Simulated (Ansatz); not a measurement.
## What a change of settings does to a run on TlAg3Te2

The geometry is COD entry 1510042, unchecked; take it as a test cell.

First run: DFT, PBE, all-electron LAPW, scalar-relativistic (Ansatz 0.2.0).

Command: `ansatz run input.yaml --threads 2 --pin off --max-ram 6144MiB --backend cpu --events-out ev --progress --plain --runs-dir out` The run took 2.9 min on 2 threads of Arm Neoverse V2, with other jobs on the host, peak memory 1.7 GiB.

```yaml
crystal:
  lattice:
    - [2.3, -7.725, 0.0]
    - [2.3, 7.725, 0.0]
    - [0.0, 0.0, 4.76]
  atoms:
    - { symbol: Tl, position: [0.0, 0.0, 0.0] }
    - { symbol: Ag, position: [0.5, 0.5, 0.5] }
    - { symbol: Ag, position: [0.315, 0.685, 0.0] }
    - { symbol: Ag, position: [0.685, 0.315, 0.0] }
    - { symbol: Te, position: [0.125, 0.875, 0.5] }
    - { symbol: Te, position: [0.875, 0.125, 0.5] }
kpoints:
  mp_grid: { grid: [7, 7, 7] }
  band_path:
    path:
      - [0.0, 0.0, 0.0]
      - [-0.5, 0.5, 0.0]
      - [-0.2721614772, 0.7278385228, 0.0]
      - [0.2721614772, 0.2721614772, 0.0]
      - [0.0, 0.0, 0.0]
      - [0.0, 0.0, 0.5]
      - [0.2721614772, 0.2721614772, 0.5]
      - [-0.2721614772, 0.7278385228, 0.5]
      - [-0.5, 0.5, 0.5]
    npoints: 14
scf:
  occupations: { method: fermi_dirac, width: 0.03 }
hamiltonian:
  xc: pbe
  pseudopotentials: { kind: all_electron, lapw: { basis_error: 0.0005 } }
output:
  forces: true
  stress: true
  eigenvalues: true
  populations: true
  dos: { projected: true, de: 0.2, e_range: [-14, 8] }
```

Result: converged; pressure -1.68 GPa; largest force 1.374 eV/Å; no gap on the k mesh; 9 SCF iterations.

Spin–orbit coupling is left out, though it moves levels of the heavy atoms by tenths of an eV or more.

The input is then changed:

```diff
@@ -27,4 +27,7 @@
 scf:
   occupations: { method: fermi_dirac, width: 0.03 }
+  algorithm: density_mixing
+  mixing: { preconditioner: resta }
+  convergence: { dr2_threshold: 1.0e-11 }
 hamiltonian:
   xc: pbe
@@ -35,4 +38,3 @@
   eigenvalues: true
   populations: true
-  dos: { projected: true, de: 0.2, e_range: [-14, 8] }
```

Q: Predict the outcome of the changed run.

A: It converged; energy at zero smearing 0.0 meV/atom from the first run; pressure -1.68 GPa; largest force 1.374 eV/Å; no gap on the k mesh; 14 SCF iterations.

The results part of its log:

```
SCF 1 converged in 14 iterations: F = -1354512.229200 eV  dr2 = 9.98e-13
NSCF: frozen V_eff on 113 k-points
SCF converged after 14 iterations
Free energy (F): -1354512.229200 eV
Harris-Foulkes:  -1354512.229200 eV  (|F-HF|=0.00e0)
Internal energy: -1354512.217737 eV  (E = F + TS)
E sigma→0 (E₀):  -1354512.223469 eV
Entropy (-TS):   -0.011463 eV (-1.911 meV/atom)
Fermi energy:    11.897922 eV
--- Per-component energies (eV) ---
  E_band       = -5077.067558
  E_kinetic    = 1476788.671996
  E_xc         = -32136.837157
  E_electrostatic = -2799164.052576  (all electrons and nuclei)
  E_smearing   = -0.011463  (= −TS)
  E_closure    = 0.000000  (closes the sum)
  E_atoms      = -1354497.227076  (free atoms, spherical and without spin; not in F)
  Σ components = -1354512.229200   (vs F -1354512.229200, Δ=0.00e0)
  Basis errors (estimates in eV, not in F): energy 2.0e-4 per atom: plane waves 1.8e-4 (9.4e-5 summed), levels above the bands 2.7e-123, relativity 2.5e-8, radial functions 2.3e-5, core shells 1.7e-7; eigenvalues (radial functions only) 6.1e-7; not estimated: angular momenta, meshes, grids; target (lapw.basis_error) 5.0e-4; muffin-tin radii Ag 1.518 Å, Te 1.485 Å, Tl 1.539 Å
--- Forces (eV/Å), atoms counted from 1 ---
  atom   1  Tl     0.00000000     0.00000000     0.00000000
  atom   2  Ag    -0.00000000     0.00000000     0.00000000
  atom   3  Ag     0.00000000     0.22312533     0.00000000
  atom   4  Ag     0.00000000    -0.22312533     0.00000000
  atom   5  Te     0.00000000    -1.37448058     0.00000000
  atom   6  Te     0.00000000     1.37448058     0.00000000
  max |Σ_I F_I| component: 4.44e-16 eV/Å
--- Stress (GPa, compression-positive) ---
       -5.275231       0.000000       0.000000
        0.000000      -0.034573       0.000000
        0.000000       0.000000       0.280170
  P = ⅓ Tr σ = -1.6765 GPa (-16.765 kbar)
--- Band table (eV; the first three rows and the last of 64) ---
  k-point 0: bands = ["-147.4353", "-147.4353", "-114.3825", "-97.6869", "-97.6851", "-97.6834", "-97.6774", "-97.6759", "-97.6652", "-97.6652", "-97.4858", "-97.4858", "-97.4857", "-97.4857", "-97.4448", "-97.4448", "-79.8677", "-79.3169", "-79.3144", "-59.6449", "-59.6113", "-59.6096", "-43.3717", "-43.3715", "-43.3327", "-42.8422", "-42.8367", "-42.8253", "-42.8136", "-42.7945", "-42.7910", "-24.8169", "-24.8166", "-24.8128", "-24.8127", "-24.7846", "-24.7838", "-24.7809", "-24.7808", "-24.7719", "-24.7683", "-0.0622", "0.6930", "0.7875", "0.7992", "0.8360", "1.0666", "1.1920", "5.6358", "7.1592", "7.2940", "7.6189", "7.7827", "7.7856", "7.8310", "7.9349", "8.0346", "8.1311", "8.1548", "8.4368", "8.4977", "8.5128", "8.5136", "8.7179", "9.1517", "9.7110", "10.1730", "11.1371", "11.1825", "11.2782", "12.0846", "12.3399", "14.4292", "14.7126", "15.3907", "15.3917", "16.4833", "17.8802", "17.8927", "18.9646", "19.1261", "19.8695", "20.2110", "21.0949"]
  k-point 1: bands = ["-147.4353", "-147.4353", "-114.3825", "-97.6869", "-97.6851", "-97.6834", "-97.6774", "-97.6759", "-97.6652", "-97.6652", "-97.4858", "-97.4858", "-97.4857", "-97.4857", "-97.4448", "-97.4448", "-79.8677", "-79.3169", "-79.3144", "-59.6449", "-59.6113", "-59.6096", "-43.3717", "-43.3715", "-43.3327", "-42.8422", "-42.8367", "-42.8253", "-42.8136", "-42.7945", "-42.7910", "-24.8168", "-24.8166", "-24.8128", "-24.8127", "-24.7846", "-24.7838", "-24.7809", "-24.7808", "-24.7719", "-24.7683", "0.0268", "0.5245", "0.7876", "0.8044", "0.8374", "1.0526", "1.4209", "5.5774", "7.1027", "7.1462", "7.5795", "7.7304", "7.7817", "7.8100", "7.9107", "7.9663", "8.1066", "8.1175", "8.4165", "8.4556", "8.4861", "8.5014", "8.6146", "8.8817", "10.2776", "10.2779", "10.8332", "11.3982", "11.4139", "11.6112", "13.0678", "13.8350", "15.4212", "15.6995", "15.9488", "16.4857", "17.4597", "17.7019", "18.6047", "18.7826", "19.5361", "19.7081", "20.4538"]
  k-point 2: bands = ["-147.4353", "-147.4353", "-114.3825", "-97.6869", "-97.6851", "-97.6834", "-97.6774", "-97.6759", "-97.6652", "-97.6652", "-97.4858", "-97.4858", "-97.4857", "-97.4857", "-97.4448", "-97.4448", "-79.8677", "-79.3169", "-79.3144", "-59.6448", "-59.6113", "-59.6096", "-43.3717", "-43.3716", "-43.3327", "-42.8422", "-42.8367", "-42.8253", "-42.8136", "-42.7945", "-42.7910", "-24.8167", "-24.8165", "-24.8128", "-24.8127", "-24.7848", "-24.7838", "-24.7809", "-24.7808", "-24.7718", "-24.7683", "0.2671", "0.3125", "0.7879", "0.8156", "0.8405", "0.9948", "1.7802", "5.2568", "6.8373", "7.1160", "7.4480", "7.6279", "7.7423", "7.7751", "7.8352", "7.8950", "8.0764", "8.0895", "8.3411", "8.4610", "8.4928", "8.5147", "8.6885", "8.9074", "9.5197", "10.5284", "10.5769", "11.5035", "11.6901", "12.1644", "14.0293", "14.0477", "15.3771", "15.7576", "16.3684", "16.6622", "17.5838", "17.7598", "18.1340", "18.1700", "18.5306", "19.6679", "19.8885"]
  k-point 63: bands = ["-147.4353", "-147.4353", "-114.3825", "-97.6869", "-97.6851", "-97.6834", "-97.6774", "-97.6759", "-97.6652", "-97.6652", "-97.4858", "-97.4858", "-97.4857", "-97.4857", "-97.4448", "-97.4448", "-79.8677", "-79.3169", "-79.3144", "-59.6448", "-59.6113", "-59.6096", "-43.3717", "-43.3716", "-43.3327", "-42.8422", "-42.8367", "-42.8253", "-42.8136", "-42.7945", "-42.7910", "-24.8166", "-24.8165", "-24.8128", "-24.8127", "-24.7848", "-24.7838", "-24.7813", "-24.7804", "-24.7716", "-24.7684", "0.1641", "0.6306", "0.7881", "0.8220", "0.8429", "0.8972", "1.9028", "4.9485", "6.9665", "7.1038", "7.1408", "7.5180", "7.7391", "7.8078", "7.8336", "7.8797", "7.8988", "8.0317", "8.4321", "8.4427", "8.5260", "8.5777", "8.7395", "8.8602", "9.0938", "10.3937", "10.6513", "11.5877", "12.1384", "12.6319", "13.8793", "14.7132", "14.8553", "15.1771", "16.4505", "17.0621", "17.0971", "17.6762", "18.0356", "18.6297", "19.0343", "19.2048", "20.0190"]
--- Löwdin populations: 6 sites ---
  site symbol       q [e]
     0     Tl     81.5551
     1     Ag     46.4298
     2     Ag     46.6394
     3     Ag     46.6394
     4     Te     52.2184
     5     Te     52.2184
  spilling = 0.000918 (of n_electrons = 326.000000)
```
